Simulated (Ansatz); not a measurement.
NiRhN2 in space group R-3m (No. 166; Rh on 3b, Ni on 3a, N on 6c), plane-wave PAW r²SCAN (Ansatz code), all energies at zero smearing, with the estimated change up to a 700 eV cutoff added, with one set of potentials and settings (totals compare only within such a set). Cell of 4 atoms (1 Rh, 1 Ni, 2 N): -13027.810 eV.

```tsv
element	reference phase	E (eV/atom)
Rh	Fm-3m, 1 atoms in the cell	-6415.3179
Ni	Fm-3m, 1 atoms in the cell, spin-polarised	-5845.2921
N	Pa-3, 8 atoms in the cell	-384.8341
```

Formation energy per atom, worked out: (-13027.810 − 1×(-6415.3179) − 1×(-5845.2921) − 2×(-384.8341))/4 = 0.617 eV/atom (60 kJ per mol of atoms), at 0 K, without zero-point energy or fitted corrections.

The start of the workflow was typed in or built on a structure type; neither database checked (COD, Materials Project) lists it. Its standing as an ambient phase is unchecked. Symmetry was held in the r²SCAN relaxation; its stability against distortions is not shown here. The workflow began spin-polarised and lost its moments. Its formation energy is positive at this level, so the cell may be metastable or incomplete. The references are the lowest solids computed at this level, not always the standard phases (solids in place of the gases).

Potentials: the earlier of the program's two PAW sets. The files were generated under PBE; for other functionals the program regenerates the frozen cores, and for LDA and PBEsol the local potential too.
